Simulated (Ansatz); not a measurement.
Y$_{3}$GeS$_{2}$:
```xyz
6
Lattice="4.0269 0.0000 0.0000 -2.0134 3.4874 0.0000 0.0000 0.0000 9.7543" Properties=species:S:1:pos:R:3 pbc="T T T"
Y      0.0000     2.3249     1.6012
Y      2.0134     1.1625     8.1531
Y      0.0000     0.0000     4.8772
Ge     0.0000     0.0000     0.0000
S      0.0000     2.3249     6.4258
S      2.0134     1.1625     3.3286
```

Relaxed with r²SCAN.

### Question
Which orbitals make up the states near the Fermi level in r²SCAN (plane waves, PAW; program Ansatz)?

### Answer
Within 0.5 eV of the Fermi level: Y 4d 73 %, Ge 4p 13 %, S 3p 7 %. Projections are on Löwdin-orthogonalised atomic valence shells; empty p or d shells of many metals are not among them.

### Question
Tabulate the density of states.

### Answer
States/eV per cell of 6 atoms, in 0.25 eV bins, energy from the Fermi level.

| E (eV) | total | Y 4d | S 3p | Ge 4p |
|---|---|---|---|---|
| -7.85 | 2.76 | 0.65 | 0.03 | 0.01 |
| -7.60 | 0.00 | 0.00 | 0.00 | 0.00 |
| -7.35 | 0.00 | 0.00 | 0.00 | 0.00 |
| -7.10 | 0.00 | 0.00 | 0.00 | 0.00 |
| -6.85 | 0.00 | 0.00 | 0.00 | 0.00 |
| -6.60 | 1.12 | 0.23 | 0.71 | 0.01 |
| -6.35 | 2.92 | 0.53 | 1.92 | 0.02 |
| -6.10 | 3.96 | 0.66 | 2.69 | 0.03 |
| -5.85 | 5.95 | 0.88 | 4.45 | 0.06 |
| -5.60 | 1.81 | 0.33 | 1.29 | 0.02 |
| -5.35 | 4.42 | 0.83 | 3.24 | 0.07 |
| -5.10 | 12.32 | 2.61 | 9.32 | 0.07 |
| -4.85 | 5.68 | 0.87 | 4.53 | 0.06 |
| -4.60 | 6.12 | 0.86 | 5.01 | 0.06 |
| -4.35 | 3.04 | 0.40 | 2.51 | 0.03 |
| -4.10 | 0.65 | 0.07 | 0.56 | 0.00 |
| -3.85 | 0.00 | 0.00 | 0.00 | 0.00 |
| -3.60 | 0.00 | 0.00 | 0.00 | 0.00 |
| -3.35 | 0.00 | 0.00 | 0.00 | 0.00 |
| -3.10 | 0.00 | 0.00 | 0.00 | 0.00 |
| -2.85 | 0.18 | 0.05 | 0.01 | 0.10 |
| -2.60 | 1.93 | 0.53 | 0.14 | 1.07 |
| -2.35 | 2.42 | 0.77 | 0.11 | 1.31 |
| -2.10 | 1.42 | 0.53 | 0.06 | 0.71 |
| -1.85 | 5.43 | 2.19 | 0.29 | 2.56 |
| -1.60 | 4.71 | 1.95 | 0.17 | 2.36 |
| -1.35 | 1.76 | 0.91 | 0.03 | 0.75 |
| -1.10 | 1.97 | 1.14 | 0.04 | 0.73 |
| -0.85 | 1.99 | 1.13 | 0.03 | 0.77 |
| -0.60 | 3.04 | 1.62 | 0.09 | 1.26 |
| -0.35 | 1.63 | 1.06 | 0.11 | 0.38 |
| -0.10 | 1.66 | 1.21 | 0.13 | 0.21 |
| 0.15 | 1.98 | 1.51 | 0.16 | 0.16 |
| 0.40 | 2.20 | 1.74 | 0.15 | 0.13 |
| 0.65 | 2.76 | 2.22 | 0.18 | 0.13 |
| 0.90 | 2.63 | 2.09 | 0.20 | 0.11 |
| 1.15 | 3.28 | 2.60 | 0.22 | 0.10 |
| 1.40 | 3.37 | 2.72 | 0.21 | 0.09 |
| 1.65 | 4.47 | 3.65 | 0.21 | 0.09 |
| 1.90 | 4.58 | 3.71 | 0.19 | 0.09 |
| 2.15 | 5.30 | 4.23 | 0.22 | 0.10 |
| 2.40 | 6.90 | 5.47 | 0.32 | 0.12 |
| 2.65 | 6.42 | 5.04 | 0.31 | 0.13 |
| 2.90 | 7.53 | 5.74 | 0.41 | 0.12 |
| 3.15 | 6.21 | 4.59 | 0.34 | 0.11 |
| 3.40 | 8.22 | 6.11 | 0.40 | 0.14 |

Space group P-3m1. The first step of the workflow began from a Materials Project structure, measured or hypothetical; the Crystallography Open Database copy checked does not list it. Its standing as an ambient phase is unchecked. The r²SCAN relaxation kept the symmetry of its start; its stability against distortions is not shown here. The run is not spin-polarised. With an odd number of electrons in the cell and no spin polarisation, the count alone makes it a metal. Spin–orbit coupling is left out wherever it is not named.

Potentials: the earlier of the program's two PAW sets.
